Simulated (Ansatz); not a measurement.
Mg₃ZnO₄:
```yaml
crystal:
  lattice:
    - [2.98576, -4.22638, 0.00000]
    - [2.98576, 4.22638, 0.00000]
    - [0.00000, 0.00000, 2.99273]
  atoms:
    - { symbol: Mg, position: [0.50000, 0.50000, 0.00000] }
    - { symbol: Mg, position: [0.00000, 0.50000, 0.50000] }
    - { symbol: Mg, position: [0.50000, 0.00000, 0.50000] }
    - { symbol: Zn, position: [0.00000, 0.00000, 0.00000] }
    - { symbol: O, position: [0.25265, 0.74735, 0.00000] }
    - { symbol: O, position: [0.74735, 0.25265, 0.00000] }
    - { symbol: O, position: [0.74555, 0.74555, 0.50000] }
    - { symbol: O, position: [0.25445, 0.25445, 0.50000] }
```

Tensor components refer to the Cartesian frame of this cell.

Give the high-frequency dielectric tensor and the Born effective charge tensors of the independent atoms from DFPT, DFT-PBEsol in the program Ansatz with PAW potentials.


ε∞:
```
3.66  0.00  0.00
0.00  3.67  0.00
0.00  0.00  3.68
```
Z* of atom 1 (Mg), rows: field, columns: displacement, in e:
```
2.24  0.00  0.00
0.00  2.11  0.00
0.00  0.00  2.00
```
Z* of atom 2 (Mg), rows: field, columns: displacement, in e:
```
1.99  0.17  0.00
0.18  2.01  0.00
0.00  0.00  2.00
```
Z* of atom 4 (Zn), rows: field, columns: displacement, in e:
```
2.06  0.00  0.00
0.00  2.19  0.00
0.00  0.00  2.35
```
Z* of atom 5 (O), rows: field, columns: displacement, in e:
```
-1.95   0.00   0.00
 0.00  -2.22   0.00
 0.00   0.00  -1.95
```
Z* of atom 7 (O), rows: field, columns: displacement, in e:
```
-2.20   0.00   0.00
 0.00  -1.93   0.00
 0.00   0.00  -2.22
```

Space group Cmmm. The first step of the workflow began from a Materials Project structure, measured or hypothetical; the Crystallography Open Database copy checked does not list it. With Mg and Zn taken as one species the cell has the higher symmetry Fm-3m, so it may be an ordered model of a mixed-site phase. Its standing as an ambient phase is unchecked. The PBEsol relaxation kept the symmetry of its start; whether a distortion lowers the energy is not shown.

Potentials: the later of the program's two PAW sets.
